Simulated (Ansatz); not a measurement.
# Data sheet: CuPt (DFT)

CuPt:
```xyz
2
Lattice="1.3508 0.7799 4.2411 -1.3508 0.7799 4.2411 0.0000 -1.5598 4.2411" Properties=species:S:1:pos:R:3 pbc="T T T"
Cu     0.0000     0.0000     0.0000
Pt     0.0000     0.0000     6.3617
```

Space group R-3m (No. 166); conventional cell a = 2.702 Å, b = 2.702 Å, c = 12.723 Å, α = 90.00°, β = 90.00°, γ = 120.00°.

Method: plane-wave PAW PBEsol (Ansatz code). Geometry: relaxed at this level of theory. Other levels are named where they apply.

**Cell and energy**

```json
{
  "volume_per_atom": "13.40 Å³",
  "density": "16.02 g/cm³",
  "Formation energy from the elements (no fitted shifts)": "-0.15 eV/atom"
}
```

**Electronic structure**

```json
{
 "electronic_character": "metallic (no gap)",
 "Density of states at the Fermi level": "0.39 states/eV per atom (mean over ±0.08 eV)",
 "Gap with spin–orbit coupling": "none (metallic)"
}
```

**Mechanics**

```json
{
  "Bulk modulus (Birch–Murnaghan fit)": "228 GPa",
  "Pressure derivative B′": "5.2",
  "Elastic constants (relaxed ions, GPa)": "C11 = 388, C12 = 161, C13 = 152, C14 = -25.3, C33 = 355, C44 = 63.3",
  "mechanical_stability": "stable (all eigenvalues of C positive)",
  "hill_bulk_and_shear_moduli": "229 and 85.9 GPa",
  "Young's modulus": "229 GPa",
  "Poisson's ratio": "0.33",
  "debye_temperature_from_the_elastic_constants": "325 K"
}
```

**Phonons**

```json
{
 "highest_zone_centre_frequency": "245 cm⁻¹",
 "zone_centre_stability": "no imaginary mode at Γ"
}
```

The first step of the workflow began from a Materials Project structure, measured or hypothetical; the Crystallography Open Database copy checked does not list it. With Cu and Pt taken as one species the cell has the higher symmetry Fm-3m, so it may be an ordered model of a mixed-site phase. Whether it is the stable phase at ambient conditions was not checked. The cell was relaxed with PBEsol under the symmetry of its start. The run is not spin-polarised. As this level gives no gap, shear constants depend on the k-mesh and smearing (Fermi–Dirac, 0.1 eV here). As this level gives no gap, phonon frequencies hold no LO–TO term and depend on the k-mesh and smearing (Fermi–Dirac, 0.1 eV here). Axis ratios of metals converge slowly with the k-mesh, so a and c are less sure than the volume. The references are the lowest solids computed at this level, not always the standard phases. Scalar-relativistic: spin–orbit coupling is off unless named, which matters more the heavier the elements.

Potentials: the later of the program's two PAW sets.
